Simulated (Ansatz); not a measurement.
# Equation of state of Pt₃Pb

A database entry relaxed whole under r2SCAN (Pm-3m):

```xyz
4
Lattice="4.0939 0.0000 0.0000 0.0000 4.0939 0.0000 0.0000 0.0000 4.0939" Properties=species:S:1:pos:R:3 pbc="T T T"
Pt    0.0000    2.0469    2.0469
Pt    2.0469    0.0000    2.0469
Pt    2.0469    2.0469    0.0000
Pb    0.0000    0.0000    0.0000
```

The cell was scaled uniformly, its shape held, and the atoms relaxed at each volume with plane-wave PAW DFT (Ansatz 0.2.0; r2SCAN, 500 eV, 8×8×8 Γ-centred mesh, fermi-dirac occupations of width 0.100 eV; no spin, no spin-orbit coupling). One row is withheld.

| volume (Å³/atom) | energy over the lowest (meV/atom) | pressure (GPa) |
| --- | --- | --- |
| 16.124 | 41.8 | 14.01 |
| 16.467 | ? | ? |
| 16.810 | 4.1 | 4.05 |
| 17.153 | 0.0 | -0.04 |
| 17.496 | 4.0 | -3.61 |
| 17.839 | 15.3 | -6.74 |
| 18.182 | 32.7 | -9.46 |

Q: Fit the pressures of the other rows to the third-order Birch-Murnaghan form.

A: With f = [(V₀/V)^(2/3) − 1]/2 and P = 3B₀f(1 + 2f)^(5/2)[1 + 3(B₀′ − 4)f/2], least squares gives V₀ = 17.15 Å³ an atom, B₀ = 191 GPa and B₀′ = 5.6; the rows miss the fit by less than 0.01 GPa. The slope of the energies differs from these pressures by less than 0.05 GPa.

Q: What does the withheld row hold?

A: The fit gives 8.70 GPa at 16.467 Å³; the run gave 8.70 GPa and 17.6 meV an atom.

Caveats: the shape of the cell was held; 0 K, fixed nuclei; the symmetry was kept, and this need not be the phase that is stable at 0 K; one mesh for all volumes; pressure is positive in compression.
